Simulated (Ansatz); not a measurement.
ScPd3C:
```yaml
crystal:
  lattice:
    - [4.20178, 0.00000, 0.00000]
    - [0.00000, 4.20178, 0.00000]
    - [0.00000, 0.00000, 4.20178]
  atoms:
    - { symbol: Sc, position: [0.00000, 0.00000, 0.00000] }
    - { symbol: Pd, position: [0.00000, 0.50000, 0.50000] }
    - { symbol: Pd, position: [0.50000, 0.00000, 0.50000] }
    - { symbol: Pd, position: [0.50000, 0.50000, 0.00000] }
    - { symbol: C, position: [0.50000, 0.50000, 0.50000] }
```

Relaxed with PBE. Special points in fractions of this cell's reciprocal vectors: Γ (0.000, 0.000, 0.000); X (0.000, 0.500, 0.000); M (0.500, 0.500, 0.000); R (0.500, 0.500, 0.500).

Q: List the band energies nearest the Fermi level at these points for plane-wave PAW PBE (Ansatz code).

A: In eV from the Fermi level; about four levels below and three above (degenerate sets whole), none deeper than 8.9 eV; points with the same levels are listed once.

```csv
k,below,above
Γ,-1.50 -1.43 -1.43 -1.43,1.22 1.22 2.13 2.13 2.13
X,-2.26 -1.43 -0.24 -0.24,0.87 0.87 0.90
M,-2.41 -1.57 -0.37 -0.37,0.82 0.82 0.94
R,-1.59 -1.59 -1.59 -0.15 -0.15 -0.15,0.23 0.23 0.23
```

Space group Pm-3m (anti-perovskite). The start of the workflow was typed in or built on a structure type; neither database checked (COD, Materials Project) lists it. Its standing as an ambient phase is unchecked. The cell was relaxed with PBE under the symmetry of its start; its stability against distortions is not shown here. No spin polarisation was allowed. Spin–orbit coupling is left out wherever it is not named.

Potentials: the later of the program's two PAW sets.
